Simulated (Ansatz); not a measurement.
Al (fcc (Cu type), Fm-3m) at seven volumes, the program Ansatz at the LDA level (PAW), scaled uniformly. One row is withheld.

```tsv
V (Å³/atom)	P (GPa)
14.378	9.71
14.852	5.90
15.326	?
15.800	0.00
16.274	-2.27
16.748	-4.23
17.222	-5.91
```

Question: Fit the shown pressures and predict the withheld one.

Answer: Third-order Birch–Murnaghan: P = (3/2)B₀(x^(7/2) − x^(5/2))[1 + (3/4)(B′ − 4)(x − 1)] with x = (V₀/V)^(2/3). Least squares on the six rows gives V₀ = 15.802 Å³/atom, B₀ = 83.05 GPa, B′ = 4.49. At V = 15.326, x = 1.0206 and P = 2.72 GPa. The run itself gave 2.69 GPa.

Symmetry was held in the LDA relaxation.

Potentials: the earlier of the program's two PAW sets. The files were generated under PBE; for other functionals the program regenerates the frozen cores, and for LDA and PBEsol the local potential too.
